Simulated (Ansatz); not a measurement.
LaN in space group P4/nmm (No. 129; La on 2c, N on 2a), LDA in the plane-wave PAW code Ansatz. The conduction-band minimum lies at Γ, with 1 equivalent valley. Second derivatives d²E/dk² of the lowest band at one valley (eV·Å²), along Cartesian directions:

```tsv
direction	d²E/dk²
[100]	18.25
[010]	18.25
[001]	4.392
[110]	18.24
[101]	11.32
[011]	11.32
```

Task: Find the principal effective masses, the density-of-states mass and the conductivity mass.

Result: Off-diagonal terms follow from H_xy = H[110] − (H_xx + H_yy)/2, and m*/mₑ = 7.620 eV·Å² over each eigenvalue: 0.42, 0.42, 1.7. One valley's DOS mass (m₁m₂m₃)^(1/3) = 0.67, conductivity mass 3/(Σ 1/mᵢ) = 0.56 mₑ.

Task: What effective density of states Nc follows at 300 K for parabolic valleys?

Result: Nc = 2.509e19 × 1 × (0.67)^(3/2) ≈ 1.4e19 cm⁻³.

Task: With the computed static dielectric constant 35.2 (mean of the diagonal), estimate a hydrogenic donor's binding energy and radius.

Result: E = 13.606 eV × 0.56/35.2² ≈ 6.1 meV; a = 0.529 Å × ε/m* ≈ 33 Å. Semilocal masses tend to be too small when the gap is underestimated.

The workflow started from a Materials Project entry (that database holds measured and hypothetical structures alike); the Crystallography Open Database copy checked does not list it. COD files the formula under space group No. 225. Its standing as an ambient phase is unchecked. Symmetry was held in the LDA relaxation. At this level the phase is dynamically unstable (imaginary phonons). Scalar-relativistic: spin–orbit coupling is off unless named, which matters more the heavier the elements.

Potentials: the later of the program's two PAW sets.
